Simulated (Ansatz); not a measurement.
The calculation used Ansatz, DFT PBE, scalar-relativistic, plane waves, PAW. Settings: cutoff 420 eV, Γ-centred meshes spaced at most about 0.3 Å⁻¹, and about 0.25 Å⁻¹ or finer for metals (2π included), Gaussian smearing. Collinear spin in cells that started with moments and kept them past the coarse steps, no spin elsewhere.

These are static total energies at zero pressure.

Two forms of Na2Al2O were relaxed alike.

A. (site moments O 0.4 μB)

```
Na Al O
1.0
     3.51704    0.00000    0.00000
     0.00000    3.51704    0.00000
     0.00000    0.00000    8.86490
Na Al O
2 2 1
Direct
  0.00000 0.00000 0.63922
  0.00000 0.00000 0.36078
  0.00000 0.50000 0.00000
  0.50000 0.00000 0.00000
  0.50000 0.50000 0.50000
```

B. (no spin)

```
Na Al O
1.0
     4.51270    0.00000    0.00000
    -2.25635    3.90812    0.00000
     0.00000    0.00000    5.32306
Na Al O
2 2 1
Direct
  0.33333 0.66667 0.28769
  0.33333 0.66667 0.71231
  0.66667 0.33333 0.00000
  0.00000 0.00000 0.00000
  0.00000 0.00000 0.50000
```

Task: Which is lower in energy, and by how much?

Result: B is lower, by 13 meV/atom. A has space group P4/mmm (No. 123), 21.9 Å³/atom and no gap on its mesh; B has space group P-6m2 (No. 187), 18.8 Å³/atom and no gap. The shortest distance is 2.47 Å (Na–Na) in A and 2.26 Å (Na–Na) in B. Their magnetic states differ too. The denser one is the lower, and pressure would at first widen the difference. In A, around Na lie 1 Na at 2.47 Å, 4 O at 2.78 Å and 4 Na at 3.52 Å; Al is surrounded by 4 Al at 2.49 Å; O has 8 Na at 2.78 Å and 4 O at 3.52 Å. In B, around Na lie 1 Na at 2.26 Å, 3 O at 2.84 Å, 6 Al at 3.02 Å and 1 Na at 3.06 Å; Al on its first site has 3 Al at 2.61 Å and 6 Na at 3.02 Å; O has 2 Al at 2.66 Å and 6 Na at 2.84 Å; 1 more site not described. Both come from invented guesses. A third cell relaxed alike, in P-3m1, lies 0.34 eV/atom below the lower of the two.

The k mesh leaves some 4 meV/atom of noise in the energy of each metallic cell. A magnetic state wasn't ruled out in cells without spin, among them P-6m2. The magnetic state reached may not be the lowest. Cells relaxed within their symmetry can be saddle points. Some candidate types were left out of the draw beforehand, so a known form may be missing.
